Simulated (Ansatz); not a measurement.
Relaxed ZrGeS (space group P4/nmm):

```yaml
crystal:
  lattice:
    - [7.15086, 0.00000, 0.00000]
    - [3.57543, 3.57543, 0.00000]
    - [0.00000, 0.00000, 7.93433]
  atoms:
    - { symbol: Zr, position: [0.75000, 0.50000, 0.72348] }
    - { symbol: Zr, position: [0.25000, 0.50000, 0.72348] }
    - { symbol: Zr, position: [0.25000, 0.00000, 0.27652] }
    - { symbol: Zr, position: [0.75000, 0.00000, 0.27652] }
    - { symbol: Ge, position: [0.00000, 0.50000, 0.00000] }
    - { symbol: Ge, position: [0.50000, 0.50000, 0.00000] }
    - { symbol: Ge, position: [0.00000, 0.00000, 0.00000] }
    - { symbol: Ge, position: [0.50000, 0.00000, 0.00000] }
    - { symbol: S, position: [0.75000, 0.50000, 0.37984] }
    - { symbol: S, position: [0.25000, 0.50000, 0.37984] }
    - { symbol: S, position: [0.25000, 0.00000, 0.62016] }
    - { symbol: S, position: [0.75000, 0.00000, 0.62016] }
```

The atoms are displaced by Q × the pattern below (from a DFPT mode at M = (0.5, 0.5, 0.0), largest move 1; Q in Å), at fixed cell. It is one choice among 2 degenerate patterns. (q is in reciprocal vectors of the primitive cell; the cell shown is doubled to hold the pattern.)

| atom | x | y | z |
|---|---|---|---|
| Zr1 | 0.000 | 0.000 | 1.000 |
| Zr2 | 0.000 | 0.000 | -1.000 |
| Zr3 | 0.000 | 0.000 | -0.254 |
| Zr4 | 0.000 | 0.000 | 0.254 |
| Ge5 | 0.219 | 0.055 | 0.000 |
| Ge6 | -0.219 | -0.055 | 0.000 |
| Ge7 | -0.055 | -0.219 | 0.000 |
| Ge8 | 0.055 | 0.219 | 0.000 |
| S9 | 0.000 | 0.000 | 0.550 |
| S10 | 0.000 | 0.000 | -0.550 |
| S11 | 0.000 | 0.000 | -0.140 |
| S12 | 0.000 | 0.000 | 0.140 |

These are LDA (plane waves to 420 eV, PAW, scalar-relativistic; Ansatz, a program for electronic structure) values and carry that method's errors. k mesh 13×13×6 (Γ-centred), Fermi-Dirac smearing 0.05 eV. Energies are smeared free energies. With partly filled bands, energies and forces of such displacements shift with the k mesh and the smearing. ZrGeS is run without spin polarisation. ZrGeS was relaxed with its symmetry unable to fall. ΔE is measured from the undisplaced structure.

| Q (Å) | ΔE (eV/cell) |
|---|---|
| -0.280 | 1.078 |
| -0.187 | 0.487 |
| -0.093 | 0.123 |
| 0.000 | 0.000 |
| 0.093 | 0.123 |
| 0.187 | 0.487 |
| 0.280 | 1.078 |

Which DFPT wavenumber at M = (0.5, 0.5, 0.0) belongs to this mode?
(A) 114 cm⁻¹
(B) 325 cm⁻¹
(C) 183 cm⁻¹
(D) 144 cm⁻¹

C, 183 cm⁻¹. The curvature of the scan gives 183 cm⁻¹

(A displaced cell: forces are minus the slopes of the energy, force constants its curvatures, and phonons follow from these.)
